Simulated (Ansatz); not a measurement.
Bulk modulus and its pressure derivative give the pressure that a small compression needs; a soft, simple solid makes a sensitive pressure gauge, a stiff one a good anvil or seat.

Si serves as the reference. Hydrostatic compression by 3 % of the volume (V₀/V = 1.0309), no change of phase.

Where the numbers come from (Ansatz, a plane-wave PAW program): B₀, B₀′: r²SCAN, Birch–Murnaghan fit of energy against volume; volume per atom: r²SCAN, relaxed cell.

Runs started from generated or typed cells of the structure named: Si. Not checked to be the ambient phase: CuAlBr4 (P-42c, tP12); ScPd (CsCl type); Li5Sn2 (R-3m, hR7); LaZn4 (Cmcm, oS20). Spin–orbit coupling is left out unless named.

Model: linear estimate = B₀ × compression; P = (B₀/B₀′)[(V₀/V)^B₀′ − 1]; modulus under load = B₀ + B₀′P; relative pressure = P/P_ref.

| crystal | B₀ (GPa) | B₀′ | V (Å³/atom) | linear estimate (GPa) | Murnaghan pressure (GPa) | modulus there (GPa) | pressure (relative) |
|---|---|---|---|---|---|---|---|
| Si (diamond type), reference | 96.8 | 4.2 | 20.17 | 2.9 | 3.142 | 110 | 1.00 |
| CuAlBr4 (P-42c, tP12) | 13.0 | 6.9 | 29.32 | 0.39 | 0.4402 | 16.0 | 0.140 |
| Ag2PdO2 (Immm) | 97.4 | 7.9 | 13.62 | 2.9 | 3.351 | 124 | 1.07 |
| ScPd (CsCl type) | 121 | 4.4 | 17.89 | 3.6 | 3.940 | 138 | 1.25 |
| Li5Sn2 (R-3m, hR7) | 31.3 | 3.9 | 18.04 | 0.94 | 1.011 | 35.2 | 0.21 |
| InNbO4 (P2/c) | 174 | 2.7 | 12.09 | 5.2 | 5.519 | 189 | 1.76 |
| LaZn4 (Cmcm, oS20) | 74.4 | 4.5 | 19.34 | 2.2 | 2.427 | 85.3 | 0.77 |

Question: One entry in the column «pressure (relative)» was worked out wrongly. Which, and what should it be?

Answer: The row of Li5Sn2 (R-3m, hR7) shows 0.21. From its own inputs, relative pressure: 1.011/3.142 = 0.32. The other rows agree with the rules.

With the correction: Ranking by relative pressure, highest first: InNbO4 (1.76 ± 0.088), ScPd (CsCl type) (1.25 ± 0.063), Ag2PdO2 (1.07 ± 0.054) ≈ Si (1.00 ± 0.050), LaZn4 (Cmcm, oS20) (0.77 ± 0.039), Li5Sn2 (R-3m, hR7) (0.32 ± 0.016), CuAlBr4 (P-42c, tP12) (0.140 ± 0.0071). The ± follows from allowances picked for this note (B₀ 5 %, B₀′ 0.4), carried to first order and added in quadrature, each row's own inputs moving alone; ≈ joins neighbours closer than their two ± added in quadrature. At the edge of that rule, so that a last digit could turn the call: Si and Ag2PdO2.

B₀′ is the least certain number of such a fit, often by half a unit. Where several phases of a formula are at hand, those over 0.1 eV/atom above the lowest were not drawn (by r²SCAN where it compared them, else by the largest value; a layered or molecular lowest phase counts only with a dispersion term); other phases could lie lower still. Rows are perfect crystals in the structures named, stable or not; films, defects and interfaces will differ. The rows are a sample and no shortlist: familiar crystals first, some related and some not, whatever their agreement with measurement; tables with many equal figures were not kept. Limits of the draw: no layered crystals, B₀′ of 2 to 8; no unfamiliar magnets, and cubic perovskites only if shown or known to be stable. As a rule kept out of such tables: 4f compounds, open-shell compounds run without a Hubbard term, cells found unstable in the tests at hand, cells close to a higher symmetry, and runs set to a pressure or over 12 % in volume from the crystal's fullest run.
